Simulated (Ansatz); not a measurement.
SiSnO$_{3}$:
```
CELL_PARAMETERS angstrom
      3.46524     0.00000     0.00000
      0.00000     3.46524     0.00000
      0.00000     0.00000     4.73609
ATOMIC_POSITIONS crystal
  Si 0.50000 0.50000 0.49121
  Sn 0.00000 0.00000 0.02104
  O  0.50000 0.50000 0.83222
  O  0.50000 0.00000 0.38077
  O  0.00000 0.50000 0.38077
```

Relaxed with r²SCAN. Special points in fractions of this cell's reciprocal vectors: Γ (0.000, 0.000, 0.000); X (0.000, 0.500, 0.000); M (0.500, 0.500, 0.000); Z (0.000, 0.000, 0.500); R (0.000, 0.500, 0.500); A (0.500, 0.500, 0.500).

Task: List the band energies nearest the valence-band maximum at these points for r²SCAN (plane waves, PAW; program Ansatz).

Result: In eV from the valence-band maximum; about four levels below and three above (degenerate sets whole), none deeper than 8.9 eV; points with the same levels are listed once.

```tsv
k	below	above
Γ	-4.14 -4.14 -3.28 -3.28	1.32 5.03 6.26 6.26
X	-4.73 -4.30 -3.84 0.00	1.92 5.12 5.51
M	-5.55 -5.55 -4.48 -2.57 -1.78	3.42 4.54 4.54
Z	-4.29 -3.21 -3.21 -2.01	2.05 2.49 6.73 6.73
R	-4.77 -3.99 -3.98 -0.58	3.25 4.70 5.77
A	-3.79 -3.48 -3.48 -1.78	3.85 3.85 4.58
```

Space group P4mm. A made-up cell: these elements were put on the sites of a structure type; neither database checked (COD, Materials Project) lists it. Whether it is the stable phase at ambient conditions was not checked. The cell was relaxed with r²SCAN under the symmetry of its start; its stability against distortions is not shown here. Spin–orbit coupling is left out wherever it is not named.

Potentials: the earlier of the program's two PAW sets.
